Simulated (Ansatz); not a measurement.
Li$_{2}$S:
```cif
data_Li2S
_chemical_formula_sum 'Li2 S1'
_space_group_name_H-M_alt 'P 1'
_space_group_IT_number 1
_cell_length_a 4.02370
_cell_length_b 4.02370
_cell_length_c 4.02370
_cell_angle_alpha 60.000
_cell_angle_beta 60.000
_cell_angle_gamma 60.000
loop_
_space_group_symop_operation_xyz
  'x, y, z'
loop_
_atom_site_label
_atom_site_type_symbol
_atom_site_fract_x
_atom_site_fract_y
_atom_site_fract_z
_atom_site_occupancy
Li1 Li 0.25000 0.25000 0.25000 1
Li2 Li 0.75000 0.75000 0.75000 1
S1 S 0.00000 0.00000 0.00000 1
```

Relaxed with r²SCAN. DFT-r²SCAN in the program Ansatz with PAW potentials gives a gap of 3.87 eV.

What gap does HSE06 give on the same cell (Ansatz, PAW)?

4.33 eV, 0.46 eV more. The hybrid was solved on a coarser mesh and at special points; its gap is the smallest among all of these.

```csv
k,v1 r²SCAN,c1 r²SCAN,v1 HSE06,c1 HSE06
Γ,0.00,4.96,…,…
X,-1.43,3.87,-1.54,4.33
L,-0.51,6.84,…,…
W,-1.75,5.96,…,…
K,-1.15,5.10,…,…
```

Top valence (v1) and lowest conduction level (c1) in eV from each method's valence maximum (which need not be a listed point): supply the withheld HSE06 values.


- Γ, v1 HSE06: 0.00
- Γ, c1 HSE06: 5.34
- K, v1 HSE06: -1.25
- K, c1 HSE06: 5.59
- W, v1 HSE06: -1.88
- W, c1 HSE06: 6.50
- L, v1 HSE06: -0.55
- L, c1 HSE06: 7.27

Cost on shared cores: the r²SCAN run (SCF on a 8×8×8 mesh, then bands and DOS) roughly 8 core-seconds, the HSE06 run (SCF on 6×6×6, then a few points) about 60 core-seconds (a rough figure); the tasks are unlike.

Space group Fm-3m (anti-fluorite). Symmetry was held in the r²SCAN relaxation.

Potentials: the later of the program's two PAW sets.
